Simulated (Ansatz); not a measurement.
Vibrations of HgTe (F-43m) by finite displacements

```
Hg Te
1.0
     0.00000    3.21752    3.21752
     3.21752    0.00000    3.21752
     3.21752    3.21752    0.00000
Hg Te
1 1
Direct
  0.00000 0.00000 0.00000
  0.75000 0.75000 0.75000
```

The conventional cell has a = 6.435 Å, b = 6.435 Å, c = 6.435 Å, α = 90.00°, β = 90.00°, γ = 90.00°. Around Hg (atom 1) lie 4 Te at 2.79 Å. Around Te (atom 2) lie 4 Hg at 2.79 Å.

Level of theory, where no other is named: LDA, all-electron LAPW in Ansatz 0.2.0, scalar-relativistic. k mesh 10×10×10, Fermi-Dirac smearing of 0.100 eV, basis error target 1 meV/atom. The cell was relaxed by PAW under this functional.

Atoms are displaced by 0.01 Å in the smallest supercells that hold the wave vectors of a 2×2×2 mesh. Negative values stand for unstable modes.

(1) What are the phonon energies at the solved wave vectors, in THz?

(2) Is the structure dynamically stable at these wave vectors?

(3) How do the optical zone-centre modes decompose, and which are active?

(4) How well do frozen-core PAW files reproduce these all-electron values?

Answers

(1) 

```
                q  point                       modes (THz)
0.000 0.000 0.000  Gamma                         3.47 (×3)
0.500 0.000 0.000      L  0.63 (×2), 2.46, 3.83 (×2), 4.22
0.500 0.500 0.000      X  0.60 (×2), 2.79, 3.98, 4.17 (×2)
```

(2) Yes, no mode is unstable there, though one zone-boundary mode is very soft; wave vectors off this mesh aren't tested.

(3) Point group -43m: Γ_opt = T2.

| label | THz | activity | mostly |
| --- | --- | --- | --- |
| T2 | 3.47 | IR and Raman | Te (61 %) |

In a metal the activity is that of symmetry alone; free carriers screen the infrared modes.

(4) With a cutoff of 420 eV and displacements of 0.0025 Å, the r.m.s. difference over the modes is 0.1 cm⁻¹; the largest difference is 140.8 (PAW) against 140.9 cm⁻¹ (LAPW).

Keep in mind: the gap is closed or tiny at this level, so small that the run used smearing; responses move with mesh and smearing; no spin-orbit coupling on heavy atoms; a very soft zone-boundary mode, near an instability or sensitive to the mesh; the frozen-core PAW files of the compared runs were fitted under PBE, their cores solved anew for this functional.
